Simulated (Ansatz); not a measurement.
LaF:
```xyz
4
Lattice="4.2899 0.0000 0.0000 -2.1450 3.7152 0.0000 0.0000 0.0000 5.2937" Properties=species:S:1:pos:R:3 pbc="T T T"
La     0.0000     2.4768     1.3234
La     2.1450     1.2384     3.9702
F      0.0000     2.4768     3.9702
F      2.1450     1.2384     1.3234
```

Relaxed with PBEsol.

**Question.** Which orbitals make up the states near the Fermi level in PBEsol (plane waves, PAW; program Ansatz)?

**Answer.** Within 0.5 eV of the Fermi level: La 5d 66 %, La 4f 17 %, La 6s 9 %. Projections are on Löwdin-orthogonalised atomic valence shells; empty p or d shells of many metals are not among them.

**Question.** Tabulate the density of states.

**Answer.** States/eV per cell of 4 atoms, in 0.25 eV bins, energy from the Fermi level.

```tsv
E (eV)	total	La 4f	La 5d	F 2p
-7.85	7.98	0.09	0.44	6.98
-7.60	6.60	0.05	0.23	5.85
-7.35	1.13	0.00	0.02	1.02
-7.10	0.00	0.00	0.00	0.00
-6.85	0.00	0.00	0.00	0.00
-6.60	0.00	0.00	0.00	0.00
-6.35	0.00	0.00	0.00	0.00
-6.10	0.00	0.00	0.00	0.00
-5.85	0.00	0.00	0.00	0.00
-5.60	0.00	0.00	0.00	0.00
-5.35	0.00	0.00	0.00	0.00
-5.10	0.00	0.00	0.00	0.00
-4.85	0.00	0.00	0.00	0.00
-4.60	0.00	0.00	0.00	0.00
-4.35	0.00	0.00	0.00	0.00
-4.10	0.00	0.00	0.00	0.00
-3.85	0.00	0.00	0.00	0.00
-3.60	0.00	0.00	0.00	0.00
-3.35	0.00	0.00	0.00	0.00
-3.10	0.00	0.00	0.00	0.00
-2.85	0.00	0.00	0.00	0.00
-2.60	0.00	0.00	0.00	0.00
-2.35	0.00	0.00	0.00	0.00
-2.10	0.00	0.00	0.00	0.00
-1.85	0.01	0.00	0.01	0.00
-1.60	0.34	0.01	0.29	0.00
-1.35	0.70	0.03	0.54	0.01
-1.10	1.06	0.06	0.77	0.02
-0.85	2.07	0.14	1.50	0.05
-0.60	5.73	0.45	4.01	0.23
-0.35	4.02	0.45	2.66	0.21
-0.10	2.25	0.38	1.50	0.08
0.15	2.28	0.51	1.56	0.04
0.40	1.96	0.57	1.25	0.04
0.65	2.65	1.13	1.34	0.06
0.90	5.54	3.51	1.73	0.07
1.15	14.00	11.21	2.14	0.12
```

Space group P6_3/mmc. The workflow started from a Materials Project entry (that database holds measured and hypothetical structures alike); the Crystallography Open Database copy checked does not list it. Whether it is the stable phase at ambient conditions was not checked. The PBEsol relaxation kept the symmetry of its start; its stability against distortions is not shown here. Scalar-relativistic: spin–orbit coupling is off unless named, which matters more the heavier the elements.

Potentials: the later of the program's two PAW sets.
